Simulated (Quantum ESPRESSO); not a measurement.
# TaZr6Ag: a guest atom moved from site to site

A calculation, not a measurement. The program is pw.x of Quantum ESPRESSO 7.5 (plane-wave density functional theory). The cell is made up: eight metal atoms on a hexagonal close-packed lattice, with elements, volume, strain and displacements drawn at random and not relaxed, so it may be unstable or far from any real phase. PseudoDojo standard norm-conserving files set the functional (PBE unless stated); there is no spin polarisation or spin-orbit coupling, the Fermi-Dirac width of 0.25 eV means electrons at about 2900 K, and the masses in the input are unused placeholders. Heavy elements are run without spin-orbit coupling, which real alloys of them have. A spin test at this wide smearing found no moment, but such smearing suppresses magnetism that the real alloy may have.

The runs move one Ta atom among sites that otherwise hold Zr. Cell, positions, cutoff, mesh and smearing stay as in the input of run 1; sites are counted in its order. Stress in the tables is positive in tension.

Input of run 1:

```
&control calculation='scf', pseudo_dir='./dojo.nc.sr.pbe.v0_5.standard.upf', outdir='./o', disk_io='minimal', tprnfor=.true., tstress=.true. /
&system ibrav=0, nat=8, ntyp=3, nbnd=69, ecutwfc=82.02448710, nosym=.true., tot_charge=0,
 occupations='smearing', smearing='fd', degauss=0.0183746611
/
&electrons conv_thr=1.470e-08, electron_maxstep=70, mixing_beta=0.5 /
ATOMIC_SPECIES
Ag 1.0 Ag.upf
Ta 1.0 Ta.upf
Zr 1.0 Zr.upf
CELL_PARAMETERS angstrom
-0.0755 0.0017 -5.0705
-0.0512 5.5627 -0.0019
6.3033 -0.059 0.0948
ATOMIC_POSITIONS angstrom
Ta 0.0163 0.1144 -0.0557
Zr 3.1181 -0.0471 0.0142
Ag 1.5913 2.6841 0.0291
Zr 4.6802 2.7795 0.0335
Zr -0.1645 1.8354 -2.5331
Zr 3.076 1.8486 -2.543
Zr 1.5637 4.6753 -2.4484
Zr 4.7161 4.546 -2.4157
K_POINTS automatic
5 4 4 1 1 1
```

| run | elements on sites 1 to 8 | free energy less that of run 1 (eV) | -TS (eV) | pressure (GPa) | stress xx (GPa) | stress yy (GPa) | stress zz (GPa) | stress yz (GPa) | stress xz (GPa) | stress xy (GPa) | iterations |
| --- | --- | --- | --- | --- | --- | --- | --- | --- | --- | --- | --- |
| 1 | Ta Zr Ag Zr Zr Zr Zr Zr | 0.000 | -2.087 | -0.10 | 0.85 | 0.68 | -1.23 | 0.07 | 0.26 | -0.42 | 19 |
| 2 | Zr Ta Ag Zr Zr Zr Zr Zr | 0.022 | -2.086 | -0.10 | 0.79 | 0.79 | -1.29 | 0.10 | 0.26 | -0.68 | 19 |
| 3 | Zr Zr Ag Ta Zr Zr Zr Zr | -0.019 | -2.090 | -0.16 | -0.22 | 1.80 | -1.12 | -0.13 | 0.20 | -0.71 | 18 |
| 4 | Zr Zr Ag Zr Ta Zr Zr Zr | 0.001 | -2.102 | -0.05 | 0.72 | 1.35 | -1.93 | -0.04 | 0.23 | -1.11 | 18 |
| 5 | Zr Zr Ag Zr Zr Zr Ta Zr | 0.032 | -2.100 | 0.05 | 1.15 | 0.83 | -2.15 | 0.09 | 0.17 | -0.51 | 18 |
| 6 | Zr Zr Ag Zr Zr Zr Zr Ta | -0.215 | -2.123 | -0.13 | 0.64 | 1.50 | -1.76 | -0.01 | 0.34 | -0.34 | 20 |

Forces Fx Fy Fz (eV/Å):

```
site              run 1             run 2              run 3              run 4              run 5              run 6
   1   -0.08 -0.48 0.35   0.25 -0.56 0.59   -0.16 -0.58 0.57    0.11 -0.01 0.51    0.59 -0.84 0.44   -0.25 -0.81 0.53
   2     0.28 0.15 0.30    0.55 0.13 0.15     0.67 0.01 0.29    0.34 -0.03 0.28   -0.12 -0.25 0.26    0.76 -0.16 0.17
   3   -0.28 0.29 -0.03  -0.10 0.38 -0.02   -0.16 0.41 -0.02    -0.29 0.35 0.00   -0.19 0.53 -0.04   -0.18 0.35 -0.02
   4     0.46 0.29 0.19   -0.21 0.36 0.19     0.06 0.26 0.10     0.53 0.07 0.11     0.13 0.34 0.16     0.13 0.95 0.13
   5   0.66 -0.32 -0.21   0.60 0.30 -0.27    0.25 0.53 -0.20    0.19 0.09 -0.17    0.97 0.27 -0.25    0.33 0.28 -0.27
   6   -0.37 -0.08 0.11  -0.38 -0.69 0.11     0.05 0.13 0.09   -0.27 -0.20 0.14   -0.78 -0.15 0.14   -0.08 -0.01 0.14
   7  -0.80 -0.49 -0.22  0.02 -0.49 -0.33  -0.40 -0.61 -0.34  -0.62 -0.73 -0.35  -0.31 -0.21 -0.19  -0.39 -0.87 -0.35
   8    0.12 0.63 -0.49  -0.72 0.57 -0.43  -0.31 -0.13 -0.48    0.01 0.46 -0.54   -0.29 0.31 -0.51   -0.32 0.30 -0.34
```

The sites are displaced and not relaxed, so the energy differences mix bonding between neighbours with strain and are not ordering energies. A rerun of one cell of this series at a higher cutoff and on a denser mesh moved values by no more than 0.002 eV in energy, 0.05 GPa in stress and 0.005 eV/Å in force, and a second program with other atomic files agreed on that cell to 2 % rms in force and 0.5 GPa in pressure.